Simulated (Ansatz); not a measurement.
Relaxed-ion elastic tensor of CeO₂ (fluorite, Fm-3m) in GPa (Voigt order), PBEsol (plane waves, PAW; program Ansatz); density 7.27 g/cm³, 13.11 Å³ per atom.

```csv
,1,2,3,4,5,6
1,357,109,109,0.0,0.0,0.0
2,109,357,109,0.0,0.0,0.0
3,109,109,357,0.0,0.0,0.0
4,0.0,0.0,0.0,58.9,0.0,0.0
5,0.0,0.0,0.0,0.0,58.9,0.0
6,0.0,0.0,0.0,0.0,0.0,58.9
```

Problem. Is the crystal mechanically stable?

Solution. Yes: the smallest eigenvalue of C is 58.9 GPa.

Problem. Work out the Voigt, Reuss and Hill averages.

Solution. K_V = 192, K_R = 192, K_H = 192; G_V = 84.9, G_R = 74.6, G_H = 79.8 GPa.

Problem. Give Young's modulus, Poisson's ratio, Pugh's ratio and the universal anisotropy index.

Solution. E = 9KG/(3K + G) = 210 GPa; ν = 0.32; K/G = 2.40 (ductile by the Pugh limit of 1.75); A_U = 5G_V/G_R + K_V/K_R − 6 = 0.69.

Problem. Estimate the sound speeds and the Debye temperature.

Solution. v_l = √((K + 4G/3)/ρ) = 6410 m/s, v_t = √(G/ρ) = 3310 m/s, mean 3710 m/s; Θ = (h/k)(3n/4πV)^(1/3) v_m = 468 K.

Problem. Give the Zener ratio and Young's modulus along [100], [110] and [111].

Solution. A = 2C44/(C11 − C12) = 0.48; 1/E = S11 − 2(S11 − S12 − S44/2)Γ with Γ = 0, 1/4, 1/3 gives 306, 182, 160 GPa.

The PBEsol relaxation kept the symmetry of its start. No spin polarisation was allowed. The 4f shell is in the valence. No Hubbard U is applied. Spin–orbit coupling is left out wherever it is not named.

Potentials: the earlier of the program's two PAW sets. The files were generated under PBE; for other functionals the program regenerates the frozen cores, and for LDA and PBEsol the local potential too.
